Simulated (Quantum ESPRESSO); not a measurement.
## Calculated data, MgAl₃N₃O (made-up cell)

All values are calculated (Quantum ESPRESSO 7.5). Calculation on a made-up crystal cell, not a measurement: periodic Kohn-Sham density functional theory in plane waves with PseudoDojo standard norm-conserving scalar-relativistic pseudopotentials, each functional with its own files (v0.5 for PBE, v0.4.1 for LDA and PBEsol), no spin polarisation, no spin-orbit coupling, atoms not relaxed, stress positive in tension, energies less a fixed whole-eV offset for each atom's element; levels are Kohn-Sham levels at fractions of this cell's reciprocal vectors, counted from the reference band (half the neutral cell's valence electrons, rounded up) at Gamma; error bars cover cutoff and k-mesh only, not smearing or the files; added strain carries the atoms with the cell, and shear is the tensor component; each bar is the largest change over components, and at least 0.002 eV, 0.002 eV per angstrom or 0.02 GPa; energies are for the whole cell, and the offsets were chosen from early runs and are not element reference energies.

Common to all runs: lattice type rocksalt; functional pbe; cutoff 1143 eV; fermi dirac smearing 0.025 eV; scf tolerance 1e-07 eV; electrons removed 0; added strain kind zz; k mesh 4 x 4 x 5, shifted by half a step.

(1) MgAl₃N₃O (made-up cell)

Unstrained structure:
```cif
# cell vector a (Å): 4.1832 0.0359 -0.0319
# cell vector b (Å): 0.0359 4.1302 0.0539
# cell vector c (Å): -0.0319 0.0539 4.0862
data_MgAl3N3O
_symmetry_space_group_name_H-M 'P 1'
_symmetry_Int_Tables_number 1
_cell_length_a 4.1835
_cell_length_b 4.1307
_cell_length_c 4.0867
_cell_angle_alpha 88.501
_cell_angle_beta 90.878
_cell_angle_gamma 89.016
_cell_volume 70.58
loop_
_atom_site_label
_atom_site_type_symbol
_atom_site_fract_x
_atom_site_fract_y
_atom_site_fract_z
_atom_site_occupancy
Al1 Al 0.99378 0.99323 0.00736 1
Al2 Al 0.99139 0.50128 0.49765 1
Mg1 Mg 0.50189 0.98703 0.49075 1
Al3 Al 0.49979 0.47562 0.99322 1
N1 N 0.52216 0.97959 0.99522 1
N2 N 0.50696 0.51918 0.47839 1
N3 N 0.00868 0.00998 0.50040 1
O1 O 0.99638 0.49770 0.00985 1
```

Here we set added strain -0.0125 and structure shown before the added strain of -0.0125.

The calculation gives: free energy less offsets -0.2228 eV; smearing term minus ts 0 eV; scf iterations 11; pressure 3.966 GPa; stress xx -0.08125 GPa; stress yy -3.468 GPa; stress zz -8.35 GPa; stress yz 6.839 GPa; stress xz -3.189 GPa; stress xy 4.058 GPa; reference band 20; error bar energy 0.002597 eV; error bar stress 0.02 GPa; error bar force 0.00328 eV/Å; error bar next band up 0.002 eV; error bars from tighter rerun of a related cell.

Atoms:
```tsv
atoms element	atom site	atom energy offset (eV)
Al	1	-64
Al	2	-64
Mg	3	-1617
Al	4	-64
N	5	-283
N	6	-283
N	7	-283
O	8	-452
```

Forces:
```tsv
site	x (eV/Å)	y (eV/Å)	z (eV/Å)
1	0.3046	-0.0503	-0.4356
2	0.2889	-0.06231	0.02504
3	0.1078	1.422	0.4573
4	0.108	0.5589	-0.2076
5	-0.8345	1.066	-0.4077
6	-0.2807	-2.546	1.105
7	-0.1788	-0.2524	0.1978
8	0.4847	-0.1355	-0.7338
```

Levels:
```tsv
level k point	next band up (eV)
Gamma	2.14
(1/2,1/2,1/2)	2.485
(0.15,0,0)	2.747
(0,0.15,0)	2.752
(0,0,0.15)	2.732
```

(2) MgAl₃N₃O (made-up cell)

The structure is that of entry 1.

Here we set added strain -0.0084 and structure shown before the added strain of -0.0084.

Results for MgAl₃N₃O (made-up cell): free energy less offsets -0.2364 eV; smearing term minus ts 0 eV; scf iterations 11; pressure 2.945 GPa; stress xx 0.4705 GPa; stress yy -2.87 GPa; stress zz -6.436 GPa; stress yz 6.789 GPa; stress xz -3.161 GPa; stress xy 4.07 GPa; reference band 20; error bar energy 0.002597 eV; error bar stress 0.02 GPa; error bar force 0.00328 eV/Å; error bar next band up 0.002 eV; error bars from tighter rerun of a related cell.

Atoms:
```tsv
atoms element	atom site	atom energy offset (eV)
Al	1	-64
Al	2	-64
Mg	3	-1617
Al	4	-64
N	5	-283
N	6	-283
N	7	-283
O	8	-452
```

Forces:
```tsv
site	x (eV/Å)	y (eV/Å)	z (eV/Å)
1	0.3088	-0.05287	-0.4189
2	0.2899	-0.06133	0.004253
3	0.1126	1.428	0.4464
4	0.1085	0.5622	-0.1791
5	-0.8397	1.055	-0.3954
6	-0.2784	-2.539	1.071
7	-0.1845	-0.2526	0.1835
8	0.4828	-0.1398	-0.7123
```

Levels:
```tsv
level k point	next band up (eV)
Gamma	2.102
(1/2,1/2,1/2)	2.472
(0.15,0,0)	2.71
(0,0.15,0)	2.716
(0,0,0.15)	2.699
```

(3) MgAl₃N₃O (made-up cell)

The structure is that of entry 1.

Settings of this run: added strain -0.0064 and structure shown before the added strain of -0.0064.

It finds free energy less offsets -0.2415 eV; smearing term minus ts 0 eV; scf iterations 12; pressure 2.467 GPa; stress xx 0.7314 GPa; stress yy -2.587 GPa; stress zz -5.546 GPa; stress yz 6.77 GPa; stress xz -3.15 GPa; stress xy 4.075 GPa; reference band 20; error bar energy 0.002597 eV; error bar stress 0.02 GPa; error bar force 0.00328 eV/Å; error bar next band up 0.002 eV; error bars from tighter rerun of a related cell.

Atoms:
```tsv
atoms element	atom site	atom energy offset (eV)
Al	1	-64
Al	2	-64
Mg	3	-1617
Al	4	-64
N	5	-283
N	6	-283
N	7	-283
O	8	-452
```

Forces:
```tsv
site	x (eV/Å)	y (eV/Å)	z (eV/Å)
1	0.3108	-0.05408	-0.4112
2	0.2903	-0.06095	-0.005055
3	0.1149	1.431	0.4401
4	0.1088	0.5636	-0.1644
5	-0.8422	1.05	-0.3894
6	-0.2774	-2.535	1.056
7	-0.1872	-0.2527	0.1767
8	0.4818	-0.1418	-0.7028
```

Levels:
```tsv
level k point	next band up (eV)
Gamma	2.083
(1/2,1/2,1/2)	2.465
(0.15,0,0)	2.693
(0,0.15,0)	2.698
(0,0,0.15)	2.682
```
